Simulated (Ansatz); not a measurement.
**ZnS with Mn replacing Zn: do the settings matter for the field gradients?**

This input was run with Ansatz:

```yaml
crystal:
  lattice:
    - [0.0, 8.106, 8.106]
    - [8.106, 0.0, 8.106]
    - [8.106, 8.106, 0.0]
  atoms:
    - { symbol: Mn, position: [0.0833333333, 0.0833333333, 0.0833333333], spin: 4.0 }
    - { symbol: Zn, position: [0.0833333333, 0.0833333333, 0.4166666667] }
    - { symbol: Zn, position: [0.0833333333, 0.0833333333, 0.75] }
    - { symbol: Zn, position: [0.0833333333, 0.4166666667, 0.0833333333] }
    - { symbol: Zn, position: [0.0833333333, 0.4166666667, 0.4166666667] }
    - { symbol: Zn, position: [0.0833333333, 0.4166666667, 0.75] }
    - { symbol: Zn, position: [0.0833333333, 0.75, 0.0833333333] }
    - { symbol: Zn, position: [0.0833333333, 0.75, 0.4166666667] }
    - { symbol: Zn, position: [0.0833333333, 0.75, 0.75] }
    - { symbol: Zn, position: [0.4166666667, 0.0833333333, 0.0833333333] }
    - { symbol: Zn, position: [0.4166666667, 0.0833333333, 0.4166666667] }
    - { symbol: Zn, position: [0.4166666667, 0.0833333333, 0.75] }
    - { symbol: Zn, position: [0.4166666667, 0.4166666667, 0.0833333333] }
    - { symbol: Zn, position: [0.4166666667, 0.4166666667, 0.4166666667] }
    - { symbol: Zn, position: [0.4166666667, 0.4166666667, 0.75] }
    - { symbol: Zn, position: [0.4166666667, 0.75, 0.0833333333] }
    - { symbol: Zn, position: [0.4166666667, 0.75, 0.4166666667] }
    - { symbol: Zn, position: [0.4166666667, 0.75, 0.75] }
    - { symbol: Zn, position: [0.75, 0.0833333333, 0.0833333333] }
    - { symbol: Zn, position: [0.75, 0.0833333333, 0.4166666667] }
    - { symbol: Zn, position: [0.75, 0.0833333333, 0.75] }
    - { symbol: Zn, position: [0.75, 0.4166666667, 0.0833333333] }
    - { symbol: Zn, position: [0.75, 0.4166666667, 0.4166666667] }
    - { symbol: Zn, position: [0.75, 0.4166666667, 0.75] }
    - { symbol: Zn, position: [0.75, 0.75, 0.0833333333] }
    - { symbol: Zn, position: [0.75, 0.75, 0.4166666667] }
    - { symbol: Zn, position: [0.75, 0.75, 0.75] }
    - { symbol: S, position: [0.0, 0.0, 0.0] }
    - { symbol: S, position: [0.0, 0.0, 0.3333333333] }
    - { symbol: S, position: [0.0, 0.0, 0.6666666667] }
    - { symbol: S, position: [0.0, 0.3333333333, 0.0] }
    - { symbol: S, position: [0.0, 0.3333333333, 0.3333333333] }
    - { symbol: S, position: [0.0, 0.3333333333, 0.6666666667] }
    - { symbol: S, position: [0.0, 0.6666666667, 0.0] }
    - { symbol: S, position: [0.0, 0.6666666667, 0.3333333333] }
    - { symbol: S, position: [0.0, 0.6666666667, 0.6666666667] }
    - { symbol: S, position: [0.3333333333, 0.0, 0.0] }
    - { symbol: S, position: [0.3333333333, 0.0, 0.3333333333] }
    - { symbol: S, position: [0.3333333333, 0.0, 0.6666666667] }
    - { symbol: S, position: [0.3333333333, 0.3333333333, 0.0] }
    - { symbol: S, position: [0.3333333333, 0.3333333333, 0.3333333333] }
    - { symbol: S, position: [0.3333333333, 0.3333333333, 0.6666666667] }
    - { symbol: S, position: [0.3333333333, 0.6666666667, 0.0] }
    - { symbol: S, position: [0.3333333333, 0.6666666667, 0.3333333333] }
    - { symbol: S, position: [0.3333333333, 0.6666666667, 0.6666666667] }
    - { symbol: S, position: [0.6666666667, 0.0, 0.0] }
    - { symbol: S, position: [0.6666666667, 0.0, 0.3333333333] }
    - { symbol: S, position: [0.6666666667, 0.0, 0.6666666667] }
    - { symbol: S, position: [0.6666666667, 0.3333333333, 0.0] }
    - { symbol: S, position: [0.6666666667, 0.3333333333, 0.3333333333] }
    - { symbol: S, position: [0.6666666667, 0.3333333333, 0.6666666667] }
    - { symbol: S, position: [0.6666666667, 0.6666666667, 0.0] }
    - { symbol: S, position: [0.6666666667, 0.6666666667, 0.3333333333] }
    - { symbol: S, position: [0.6666666667, 0.6666666667, 0.6666666667] }
magnetization:
  spin_polarized: true
total_charge: 1
kpoints:
  mp_grid: { grid: [2, 2, 2] }
scf:
  occupations: { method: cold, width: 0.1 }
hamiltonian:
  xc: pbe
  pseudopotentials: { kind: paw }
  dispersion: d3bjatm
output:
  forces: true
  stress: true
  populations: true
  efg:
    quadrupole_moments_barn: { Mn: 0.33, Zn: 0.122, S: -0.0694 }
    contact_densities: true
```

```sh
ansatz run input.yaml --threads 4 --pin off --max-ram 10240MiB --backend cpu --events-out ev --progress --plain --runs-dir out
```

It converged. Of its output the block on the nuclei alone is shown, without the SCF iterations, energies, forces and stress (one atom of each set):

```
--- PAW observables at the nuclei: V_zz in 10²¹ V/m², potentials from the cell's mean, atoms counted from 1 ---
  atom   1  Mn V_zz =    -0.000000   η = 0.0000   by run symmetry: forbidden   C_q = -0.0000 MHz
            electrostatic potential = -3026.093143 V   contact ρ = 87791.351723 e/Å³   contact ρ_s (e/Å³): all electrons -2.351841, valence +5.734601
  atom   2  Zn V_zz =    +0.942197   η = 0.3904   by run symmetry: allowed   C_q = +2.7794 MHz
            electrostatic potential = -3941.506980 V   contact ρ = 166603.888231 e/Å³   contact ρ_s (e/Å³): all electrons +0.381300, valence +0.375067
  atom   5  Zn V_zz =    -0.191671   η = 0.0000   by run symmetry: allowed   C_q = -0.5654 MHz
            electrostatic potential = -3941.640307 V   contact ρ = 166603.555471 e/Å³   contact ρ_s (e/Å³): all electrons +0.070100, valence +0.066553
  atom   9  Zn V_zz =    -0.304348   η = 0.0000   by run symmetry: allowed   C_q = -0.8978 MHz
            electrostatic potential = -3941.631418 V   contact ρ = 166603.660767 e/Å³   contact ρ_s (e/Å³): all electrons +0.046488, valence +0.042325
  atom  15  Zn V_zz =    +0.136536   η = 0.9932   by run symmetry: allowed   C_q = +0.4028 MHz
            electrostatic potential = -3941.693805 V   contact ρ = 166603.582999 e/Å³   contact ρ_s (e/Å³): all electrons +0.030579, valence +0.028459
  atom  28  S  V_zz =    -0.488426   η = 0.0000   by run symmetry: allowed   C_q = +0.8196 MHz
            electrostatic potential = -1632.683186 V   contact ρ = 19765.505481 e/Å³   contact ρ_s (e/Å³): all electrons +0.243274, valence +0.240633
  atom  30  S  V_zz =    +1.166099   η = 0.3149   by run symmetry: allowed   C_q = -1.9568 MHz
            electrostatic potential = -1632.957223 V   contact ρ = 19765.295966 e/Å³   contact ρ_s (e/Å³): all electrons +0.089616, valence +0.084910
  atom  32  S  V_zz =    -0.524991   η = 0.0516   by run symmetry: allowed   C_q = +0.8810 MHz
            electrostatic potential = -1633.031399 V   contact ρ = 19765.141779 e/Å³   contact ρ_s (e/Å³): all electrons +0.008126, valence +0.005540
  atom  41  S  V_zz =    -0.000000   η = 0.0000   by run symmetry: forbidden   C_q = +0.0000 MHz
            electrostatic potential = -1633.099917 V   contact ρ = 19765.094176 e/Å³   contact ρ_s (e/Å³): all electrons +0.001800, valence -0.000164
  atom  45  S  V_zz =    +0.061315   η = 0.0000   by run symmetry: allowed   C_q = -0.1029 MHz
            electrostatic potential = -1633.126204 V   contact ρ = 19765.061082 e/Å³   contact ρ_s (e/Å³): all electrons -0.000752, valence -0.002049
```

(1) Can these gradients be trusted, and how do they compare with a run on standard settings?

Answers

(1) They agree with the standard run. Against the standard input the change is `scf.occupations.method`: fermi_dirac → cold; `scf.occupations.width`: 0.01 → 0.1; `hamiltonian.dispersion`: not typed → d3bjatm. A site carries the number of its first atom; V_zz in 10²¹ V/m².

```tsv
site	V_zz standard	η standard	V_zz here	η here
Mn	0.00	–	0.00	–
Zn2	0.93	0.39	0.94	0.39
Zn5	-0.18	0.00	-0.19	0.00
Zn9	-0.29	0.00	-0.30	0.00
Zn15	0.13	0.99	0.14	0.99
S28	-0.53	0.00	-0.49	0.00
S30	1.14	0.30	1.17	0.31
S32	-0.50	0.05	-0.52	0.05
S45	0.063	0.00	0.061	0.00
```

The largest change of V_zz is on S28, from -0.53 to -0.49. Other sites without a gradient aren't listed. The dispersion term itself leaves the density as it is. SCF iterations: 13 and 19. New warnings: stability check not made.

On the reference run: The defect repeats with the cell of 54 atoms, so it feels its images: sites between two images don't show the values beside a lone defect, and zeros or small values of η there can come from the images' arrangement. A uniform background compensates the cell's charge. The defect cell has no gap above 0.1 eV on its mesh, so the values can hang on the smearing and the k-mesh. The neighbours have not yet relaxed around the defect (largest force 0.22 eV/Å), so a real crystal will differ.
